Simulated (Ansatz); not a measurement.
**Tetragonal deformation path in CaZn**

Level of theory: Ansatz, DFT PBEsol, scalar-relativistic, plane waves, PAW. Cutoff 420 eV, Γ-centred 14×14×14 k-points, Gaussian smearing of 0.15 eV. No spin polarisation. Energies are free energies at this smearing, counted from the undisturbed cell; pressure is positive in compression.

Zero of the scan (as given, not relaxed at this level; it stands at -1.7 GPa, and it needn't be the usual structure):

```yaml
crystal:
  lattice:
    - [0.00000, 3.08872, 3.08872]
    - [3.08872, 0.00000, 3.08872]
    - [3.08872, 3.08872, 0.00000]
  atoms:
    - { symbol: Ca, position: [0.00000, 0.00000, 0.00000] }
    - { symbol: Zn, position: [0.50000, 0.50000, 0.50000] }
```

At fixed volume and fractional coordinates, lengths along (0.000, 0.000, 1.000) are scaled against those across it; ρ is that ratio over its starting value. The cell is metallic on the mesh throughout.

```
    ρ  ΔE (meV/atom)
0.650         1050.8
0.707          642.0
0.780          310.3
0.850          127.0
0.920           31.7
1.000            0.0
1.100           36.0
1.200          122.5
1.300          238.9
1.414          396.4
1.500          528.2
```

(1) Predict the pressure (GPa) at each point.

Answers

(1)
```csv
ρ,pressure (GPa)
0.650,7.8
0.707,4.4
0.780,1.5
0.850,-0.2
0.920,-1.3
1.000,-1.7
1.100,-1.2
1.200,0.1
1.300,1.9
1.414,4.3
1.500,6.2
```